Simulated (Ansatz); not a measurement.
WSi$_{2}$ (MoSi2 type, space group I4/mmm)

```
WSi2
1.0
   -1.61458     1.61458     3.93362
    1.61458    -1.61458     3.93362
    1.61458     1.61458    -3.93362
W Si
1 2
Direct
  0.00000   0.00000   0.00000
  0.33458   0.33458   0.00000
  0.66542   0.66542   0.00000
```

The slice is a (001) plane (indices of the conventional cell) through the point (0.000, 0.000, 0.000) (fractional), spanned by u = [101] and v = [011] in vectors of this cell: u (3.23 Å) and v (3.23 Å, at 90° to u). It covers one period; positions are fractions (u, v).

All values below come from PBE (plane waves to 420 eV, PAW, scalar-relativistic; Ansatz, a first-principles code). k mesh 20×20×20. Near the nuclei the fields are pseudised (PAW); where an atom keeps semicore shells as valence, they peak there. Spin-orbit coupling is left out, though W is heavy. WSi2 is run without spin polarisation. WSi2 was relaxed with its symmetry unable to fall.

Three fields on this plane, each scaled to ten steps between its own extremes (0 low, 9 high; the total valence density on a logarithmic scale, the potential cut 8 eV below its top; x marks points blanked near nuclei; v = 0 in the bottom row):

Map A
```
|xxxxxxxxxx1002467642001xxxxxxxxx|
|xxxxxxxxxx1012567652101xxxxxxxxx|
|xxxxxxxxxx1013577753101xxxxxxxxx|
|xxxxxxxxxx1124678764211xxxxxxxxx|
|xxxxxxxxx212357888753212xxxxxxxx|
|xxxxxxxx32234688988643223xxxxxxx|
|xxxxxxxx22346789998764322xxxxxxx|
|xxxxxx322345789999987543223xxxxx|
|xxxxx22234578899999887543222xxxx|
|01111123457889999999887543211111|
|00001234578899999999988754321000|
|00112346788999999999998876432110|
|22234567889999999999999887654322|
|44556788999999998999999998876554|
|66677889999999988899999999887766|
|77778899999999888889999999988777|
|66677889999999988899999999887766|
|44556788999999998999999998876554|
|22234567889999999999999887654322|
|00112346788999999999998876432110|
|00001234578899999999988754321000|
|01111123457889999999887543211111|
|xxxxx22234578899999887543222xxxx|
|xxxxxx322345789999987543223xxxxx|
|xxxxxxxx22346789998764322xxxxxxx|
|xxxxxxxx32234688988643223xxxxxxx|
|xxxxxxxxx212357888753212xxxxxxxx|
|xxxxxxxxxx1124678764211xxxxxxxxx|
|xxxxxxxxxx1013577753101xxxxxxxxx|
|xxxxxxxxxx1012567652101xxxxxxxxx|
|xxxxxxxxxx1002467642001xxxxxxxxx|
|xxxxxxxxxx0002467642000xxxxxxxxx|
```

Map B
```
|xxxxxxxxxx0036899986300xxxxxxxxx|
|xxxxxxxxxx0046899986400xxxxxxxxx|
|xxxxxxxxxx0147899987410xxxxxxxxx|
|xxxxxxxxxx0257899987520xxxxxxxxx|
|xxxxxxxxx003679999976300xxxxxxxx|
|xxxxxxxx00246899999864200xxxxxxx|
|xxxxxxxx01357899999875310xxxxxxx|
|xxxxxx000356789999987653000xxxxx|
|xxxxx00135678889998887653100xxxx|
|00000023567788888888877653200000|
|00012345677888777778887765432100|
|33445667788877777777788877665443|
|66677788888877666667788888877766|
|88888999988776666666778899998888|
|99999999998776655566778999999999|
|99999999998776655566778999999999|
|99999999998776655566778999999999|
|88888999988776666666778899998888|
|66677788888877666667788888877766|
|33445667788877777777788877665443|
|00012345677888777778887765432100|
|00000023567788888888877653200000|
|xxxxx00135678889998887653100xxxx|
|xxxxxx000356789999987653000xxxxx|
|xxxxxxxx01357899999875310xxxxxxx|
|xxxxxxxx00246899999864200xxxxxxx|
|xxxxxxxxx003679999976300xxxxxxxx|
|xxxxxxxxxx0257899987520xxxxxxxxx|
|xxxxxxxxxx0147899987410xxxxxxxxx|
|xxxxxxxxxx0046899986400xxxxxxxxx|
|xxxxxxxxxx0036899986300xxxxxxxxx|
|xxxxxxxxxx0036899986300xxxxxxxxx|
```

Map C
```
|xxxxxxxxxx8421000001248xxxxxxxxx|
|xxxxxxxxxx7421000001247xxxxxxxxx|
|xxxxxxxxxx7421000001247xxxxxxxxx|
|xxxxxxxxxx6421000001246xxxxxxxxx|
|xxxxxxxxx853211000112358xxxxxxxx|
|xxxxxxxx97532111111123579xxxxxxx|
|xxxxxxxx75432211111223457xxxxxxx|
|xxxxxx976433221111122334679xxxxx|
|xxxxx87543322222122222334578xxxx|
|88776554332222222222222334556778|
|44444333322222222222222233334444|
|22222222222222222222222222222222|
|11111112222222222222222222111111|
|00000111122222222222222211110000|
|00000011122222222222222211100000|
|00000011112222222222222111100000|
|00000011122222222222222211100000|
|00000111122222222222222211110000|
|11111112222222222222222222111111|
|22222222222222222222222222222222|
|44444333322222222222222233334444|
|88776554332222222222222334556778|
|xxxxx87543322222122222334578xxxx|
|xxxxxx976433221111122334679xxxxx|
|xxxxxxxx75432211111223457xxxxxxx|
|xxxxxxxx97532111111123579xxxxxxx|
|xxxxxxxxx853211000112358xxxxxxxx|
|xxxxxxxxxx6421000001246xxxxxxxxx|
|xxxxxxxxxx7421000001247xxxxxxxxx|
|xxxxxxxxxx7421000001247xxxxxxxxx|
|xxxxxxxxxx8421000001248xxxxxxxxx|
|xxxxxxxxxx8421000001248xxxxxxxxx|
```

Task: Assign the maps to these fields: electron localisation function (ELF); valence electron density; electrostatic potential energy of an electron, from the cell's mean.

Result: A is the electron localisation function (ELF); B is the electrostatic potential energy of an electron, from the cell's mean; C is the valence electron density.
